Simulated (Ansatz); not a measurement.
GaCuSe2 (chalcopyrite)

```
CELL_PARAMETERS angstrom
     -2.83594     2.83594     5.63126
      2.83594    -2.83594     5.63126
      2.83594     2.83594    -5.63126
ATOMIC_POSITIONS crystal
  Cu 0.75000 0.25000 0.50000
  Cu 0.00000 0.00000 0.00000
  Ga 0.25000 0.75000 0.50000
  Ga 0.50000 0.50000 0.00000
  Se 0.11880 0.12500 0.49380
  Se 0.63120 0.62500 0.50620
  Se 0.37500 0.88120 0.00620
  Se 0.87500 0.36880 0.99380
```

Equation-of-state scan: isotropic scaling of the cell above, V₀ being its volume. The atoms relax within the cell's symmetry.

All values below come from PBE (plane waves to 420 eV, PAW, scalar-relativistic; Ansatz, a quantum-chemistry and plane-wave program). k mesh 8×8×8 (Γ-centred), Fermi-Dirac smearing 0.05 eV. Energies are smeared free energies. Stress and pressure are positive under compression. With the shape held, the modulus is that of even scaling; a crystal free to change shape is softer. At this level the bands of GaCuSe2 touch or barely overlap; measurements give the solid a gap. GaCuSe2 is run without spin polarisation. GaCuSe2 was relaxed with its symmetry unable to fall. ΔE is measured from the relaxed starting cell. The last digit holds for this mesh only.

```
V (Å³/atom)  ΔE (meV/atom)
-----------  -------------
19.022               152.7
19.746                90.8
20.471                47.6
21.196                19.8
21.920                 4.6
22.645                 0.0
23.370                 4.1
24.094                15.4
24.819                32.8
25.543                55.0
26.268            withheld
```

Fit a third-order Birch-Murnaghan form (E₀, V₀, B₀, B₀′ free) to the given rows and predict ΔE at V = 26.268.

Least squares on the 10 given rows: ΔE = E₀ + (9V₀B₀/16)·y²·[2 + (B₀′ − 4)y], y = (V₀/V)^(2/3) − 1, with V₀ = 22.644 Å³/atom, B₀ = 60.07 GPa (160.2 GPa = 1 eV/Å³; the term in eV is multiplied by 1000), B₀′ = 4.86, E₀ = 0.00 meV/atom; root-mean-square residual 0.03 meV/atom. At 26.268 the fit gives 81.4 meV/atom; the calculation gives 81.4 meV/atom, the same to the digits shown. For the pressure the fit gives -6.2 GPa against the computed -6.2 GPa.

(Under strain, the slope of the energy per volume gives the stress and its curvature an elastic modulus.)
